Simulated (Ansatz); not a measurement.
SiCO4:
```
CELL_PARAMETERS angstrom
     -2.17791     2.17791     3.27548
      2.17791    -2.17791     3.27548
      2.17791     2.17791    -3.27548
ATOMIC_POSITIONS crystal
  Si 0.00000 0.00000 0.00000
  C  0.75000 0.25000 0.50000
  O  0.41284 0.27685 0.42637
  O  0.85048 0.98647 0.57363
  O  0.72315 0.14952 0.13599
  O  0.01353 0.58716 0.86401
```

Relaxed with r²SCAN.

**Question.** Map the electron localisation function on the plane through (0.000, 0.000, 0.000) spanned by u = [1, -1, 0] and v = [1, 1, -1] in lattice vectors, from r²SCAN (plane waves, PAW; program Ansatz).

**Answer.** x is the fraction of u, y of v (the angle between them is 90°; rows are the nearest grid lines); atoms in the plane: Si at (0.00, 0.00), C at (0.25, 0.50), O at (0.43, 0.42).
```
|63124556665200000000256665542136|
|11478888998740000026899988899731|
|22578889998740000026999865799852|
|11257889986300000001478877888631|
|00001234210000245431012466531000|
|42100000000025789988642110011344|
|76300000000025799998863100135777|
|75100002321102479999863000268887|
|20000135666531124666420000024432|
|00000124565542100000000000000000|
|00000135665421000000000000000000|
|44333431124422222210000000001244|
|99888872159988999975100000026899|
|99988753468752379985100000026899|
|99998731147875578862000000014799|
|78886300026899986310123320000147|
|00000000000123321257888887520000|
|00000023332111113688876788741000|
|00000135655321012578866788620000|
|31000014665310000024678763100123|
|54200000000000000000011100135665|
|42111000000000000000000001356764|
|21111111000000000000000000134332|
|63124556665200000000256665542136|
```
Scale: ten equal steps from 0.003 (start of '0') to 0.889 (end of '9'), in the order '0123456789'; x runs from 0.000 to 1.00, y from 0.000 (bottom) to 1.00 (top).

The density is the valence pseudo-density with augmentation charge, so density and ELF within about 1 Å of a nucleus are not all-electron values.

Space group I-4. The start of the workflow was typed in or built on a structure type; neither database checked (COD, Materials Project) lists it. Its standing as an ambient phase is unchecked. The cell was relaxed with r²SCAN under the symmetry of its start; its stability against distortions is not shown here.

Potentials: the earlier of the program's two PAW sets.
